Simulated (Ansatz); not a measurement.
Input for Ansatz (plane-wave DFT, PAW):

```yaml
crystal:
  lattice:
    - [5.2124367812, 0.0, 0.0]
    - [0.0, 5.2124367812, 0.0]
    - [0.0, 0.0, 5.2124367812]
  atoms:
    - { symbol: Cs, position: [0.0, 0.0, 0.0] }
    - { symbol: Cd, position: [0.5, 0.5, 0.5] }
    - { symbol: Cl, position: [0.0, 0.5, 0.5] }
    - { symbol: Cl, position: [0.5, 0.0, 0.5] }
    - { symbol: Cl, position: [0.5, 0.5, 0.0] }
basis:
  ecutwfc: 420
kpoints:
  mp_grid: { grid: [6, 6, 6] }
hamiltonian:
  xc: lda
scf:
  occupations: { method: gaussian, width: 0.02 }
output:
  forces: true
  stress: true
  eigenvalues: true
```

Command:
```bash
ansatz run input.yaml --threads 1 --pin off --max-ram 2560MiB --backend cpu --events-out ev --progress --plain --runs-dir out
```

All numbers below come from Ansatz, DFT LDA, scalar-relativistic, plane waves, PAW.

From the run's log, abridged (iterations and final results):

```
SCF iter   1: F=—  HF=-16762.438555 eV  |F-HF|=—  |Δ(HF+E_count)|=         —  Δρ=7.34e-3  dr2=7.28e-2  ethr=1.77e-3  ⟨swp⟩=8.3  Hψ=2830  notcnv=0
SCF iter   2: F=—  HF=-16762.417664 eV  |F-HF|=—  |Δ(HF+E_count)|=   2.09e-2  Δρ=3.31e-3  dr2=1.34e-2  ethr=1.46e-4  ⟨swp⟩=2.4  Hψ=1230  notcnv=0  defer=20
SCF iter   3: F=—  HF=-16762.413876 eV  |F-HF|=—  |Δ(HF+E_count)|=   3.79e-3  Δρ=8.03e-4  dr2=6.37e-4  ethr=2.68e-5  ⟨swp⟩=2.0  Hψ=971  notcnv=0
automatic band count: iteration 3 solves 29 bands in place of 30: the levels show a gap, and the empty bands left out lie too high to hold charge; the band table lists the bands solved (type scf.n_extra_bands for more)
SCF iter   4: F=—  HF=-16762.413814 eV  |F-HF|=—  |Δ(HF+E_count)|=   6.18e-5  Δρ=1.99e-4  dr2=5.77e-5  ethr=1.27e-6  ⟨swp⟩=2.8  Hψ=1086  notcnv=0
SCF iter   5: F=—  HF=-16762.413809 eV  |F-HF|=—  |Δ(HF+E_count)|=   5.27e-6  Δρ=5.46e-5  dr2=4.72e-6  ethr=1.15e-7  ⟨swp⟩=2.0  Hψ=994  notcnv=0
SCF iter   6: F=—  HF=-16762.413811 eV  |F-HF|=—  |Δ(HF+E_count)|=   2.36e-6  Δρ=9.21e-6  dr2=2.47e-7  ethr=9.43e-9  ⟨swp⟩=2.6  Hψ=954  notcnv=0
SCF iter   7: F=-16762.413811 eV  HF=-16762.413811 eV  |F-HF|=1.83e-9  |Δ(HF+E_count)|=   2.08e-8  Δρ=1.95e-6  dr2=9.88e-9  ethr=2.00e-10  ⟨swp⟩=5.3  Hψ=2342  notcnv=0
SCF 1 converged in 7 iterations: F = -16762.413811 eV  dr2 = 9.88e-9
SCF converged after 7 iterations
Free energy (F): -16762.413811 eV
Harris-Foulkes:  -16762.413811 eV  (|F-HF|=1.83e-9)
Internal energy: -16762.413811 eV  (E = F + TS)
E sigma→0 (E₀):  -16762.413811 eV
Fermi energy:    4.353689 eV
--- Per-component energies (eV) ---
  E_band       = -633.486282
  E_kinetic    = 1130.040747
  E_local      = -5653.881200  (includes V_loc(G=0)·N_el)
  E_nonlocal   = 165.973603
  E_hartree    = 2498.732489
  E_xc         = -665.280131
  E_vxc        = -711.343470  (∫ρ·V_xc dr)
  E_paw        = -10727.630401  (= ΣΔE_a)
  E_vpaw       = -561.745113  (= ΣTr[D̂ρ^β])
  E_aug_tail   = 0.000306  (compensation charges beyond the density's cutoff)
  E_ewald      = -3511.977823
  E_core_change = 1.608600  (= ΣΔE_core)
  E_smearing   =  0.000000  (= −TS)
--- Forces (eV/Å), atoms counted from 1 ---
  atom   1  Cs     0.00000000     0.00000000     0.00000000
  atom   2  Cd     0.00000000     0.00000000     0.00000000
  atom   3  Cl     0.00000000     0.00000000     0.00000000
  atom   4  Cl     0.00000000     0.00000000     0.00000000
  atom   5  Cl     0.00000000     0.00000000     0.00000000
--- Stress (GPa, compression-positive) ---
       -2.134089       0.000000       0.000000
        0.000000      -2.134089       0.000000
        0.000000       0.000000      -2.134089
  P = ⅓ Tr σ = -2.1341 GPa (-21.341 kbar)
--- Band table (eV; the first three rows and the last of 20) ---
  k-point 0: bands = ["-96.7610", "-57.9209", "-57.9209", "-57.9209", "-15.3851", "-9.9325", "-9.3858", "-9.3858", "-2.9333", "-2.9333", "-2.9333", "-2.6542", "-2.6542", "-2.2348", "-2.2348", "-2.2348", "0.7766", "0.7766", "0.7766", "2.7151", "2.7151", "2.7151", "3.0365", "3.0365", "3.0365", "5.1033", "9.1674", "9.5227", "9.5227"]
  k-point 1: bands = ["-96.7610", "-57.9209", "-57.9209", "-57.9209", "-15.3828", "-9.8999", "-9.3977", "-9.3844", "-2.9495", "-2.9495", "-2.9330", "-2.8716", "-2.6540", "-2.2078", "-2.2078", "-2.1918", "0.7889", "0.7889", "0.8787", "2.6580", "2.6916", "2.6916", "2.7438", "2.9914", "2.9914", "5.6957", "9.5086", "9.7984", "9.8008"]
  k-point 2: bands = ["-96.7610", "-57.9209", "-57.9209", "-57.9209", "-15.3781", "-9.8304", "-9.4238", "-9.3814", "-3.2347", "-2.9797", "-2.9797", "-2.9326", "-2.6537", "-2.1549", "-2.1549", "-2.1424", "0.8084", "0.8084", "1.0911", "2.2669", "2.5494", "2.6758", "2.6758", "2.8772", "2.8772", "6.9671", "10.1599", "10.4415", "10.7074"]
  k-point 19: bands = ["-96.7610", "-57.9209", "-57.9209", "-57.9209", "-15.3633", "-9.4348", "-9.4348", "-9.4348", "-3.5231", "-3.5231", "-3.0910", "-3.0910", "-3.0910", "-2.2868", "-2.2868", "-2.2868", "-1.5111", "2.2562", "2.2562", "2.2562", "3.3505", "3.3505", "3.3505", "3.6039", "3.6039", "9.2600", "9.2600", "9.2600", "10.8581"]
```

The calculation finished and met its thresholds.

The run took 4.7 s on 1 thread of Arm Neoverse V2, on a shared host, peak memory 0.38 GiB.